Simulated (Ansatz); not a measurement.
All numbers below come from DFT PBE, scalar-relativistic, plane waves, PAW in Ansatz 0.2.0. Settings: cutoff 420 eV, Γ-centred meshes spaced at most about 0.3 Å⁻¹, and about 0.25 Å⁻¹ or finer for metals (2π included), Gaussian smearing. No spin polarisation in the final relaxations.

These are static total energies at zero pressure. All come from trial cells, and lower structures may exist.

Question: These unrelaxed guesses for InTe4W are each relaxed within their symmetry. Order them by the energy at which they end, lowest first.
A.

```xyz
6
Lattice="3.7768 0.0000 0.0000 0.0000 3.7768 0.0000 0.0000 0.0000 13.2088" Properties=species:S:1:pos:R:3 pbc="T T T"
In    0.0000    0.0000    0.0000
Te    1.8884    1.8884    2.2500
Te    0.0000    0.0000    8.6202
Te    0.0000    0.0000    4.5887
Te    1.8884    1.8884   10.9588
W     1.8884    1.8884    6.6044
```

B.

```xyz
6
Lattice="6.5676 0.0000 0.0000 -3.2838 5.6877 0.0000 0.0000 0.0000 5.0154" Properties=species:S:1:pos:R:3 pbc="T T T"
In    3.2838    1.8959    0.0000
Te    0.0000    3.7918    0.0000
Te    1.6221    4.7283    2.5077
Te   -1.6221    4.7283    2.5077
Te    0.0000    1.9188    2.5077
W     0.0000    0.0000    0.0000
```

C.

```xyz
6
Lattice="4.7202 0.0000 0.0000 0.0000 4.7202 0.0000 0.0000 0.0000 6.7929" Properties=species:S:1:pos:R:3 pbc="T T T"
In    0.0000    0.0000    0.0000
Te    2.3601    0.0000    4.9775
Te    0.0000    2.3601    1.8154
Te    2.3601    0.0000    1.8154
Te    0.0000    2.3601    4.9775
W     2.3601    2.3601    3.3964
```

Answer: A (ends in P4/mmm, 0 meV/atom), C (ends in P4/mmm, 131 meV/atom), B (ends in P-6m2, 237 meV/atom). Even the lowest end lies +0.11 eV/atom against the elements.

No dispersion correction is applied, so the spacing and binding between layers, chains or molecules are poorly described (P4/mmm at 29.1 Å³/atom), and this can change margins and order among such cells. Spin–orbit coupling, which can matter for Te and W, is left out. A magnetic state wasn't ruled out in cells without spin, among them P4/mmm at 29.1 Å³/atom, P4/mmm at 29.0 Å³/atom, P-6m2. Cells relaxed within their symmetry can be saddle points. Some candidate types were left out of the draw beforehand, so a known form may be missing.
